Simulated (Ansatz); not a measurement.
Faces of several elements, computed alike.

These are results of DFT PBE, scalar-relativistic, plane waves, PAW in Ansatz 0.2.0, not measurements. Cutoff 420 eV, Γ-centred meshes, Gaussian smearing of 0.10 eV, no spin polarisation.

Each bulk is relaxed, then a slab of about 10 Å is cut and relaxed with a dipole correction; γ is the mean of the two faces.

| surface | cell lengths (Å) | planes | outer planes | area (Å²) |
| --- | --- | --- | --- | --- |
| La (100) (P6_3/mmc) | 3.769 12.077 | 12 | La | 45.52 |
| W (100) (Im-3m) | 3.184 | 7 | W | 10.13 |
| W (210) (Im-3m) | 3.184 | 15 | W | 22.66 |
| Pt (111) (Fm-3m) | 3.970 | 5 | Pt | 6.83 |
| Au (211) (Fm-3m) | 4.158 | 13 | Au | 21.18 |

Question: What surface energies and relaxations result?

Answer: 
```csv
surface,γ (J/m²),γ·A (eV a cell),top spacing (%)
La (100) (P6_3/mmc),0.74,2.11,-8.1
W (100) (Im-3m),3.98,2.52,-11.1
W (210) (Im-3m),3.73,5.28,-17.9
Pt (111) (Fm-3m),1.49,0.64,+0.8
Au (211) (Fm-3m),0.83,1.10,-33.5
```

Slabs that rebuild by over 0.8 Å, distort in their middle or lose their symmetry through the k mesh, and polar cuts of insulators, are left out. Of the terminations computed for a plane the cheapest is shown.

The slabs are thin, so differences under about 0.05 J/m² or 0.1 eV aren't settled. Spin-orbit coupling is left out, which matters for the bands of heavy elements.

γ spans a factor of 5.4, from La (100) (P6_3/mmc) to W (100) (Im-3m).
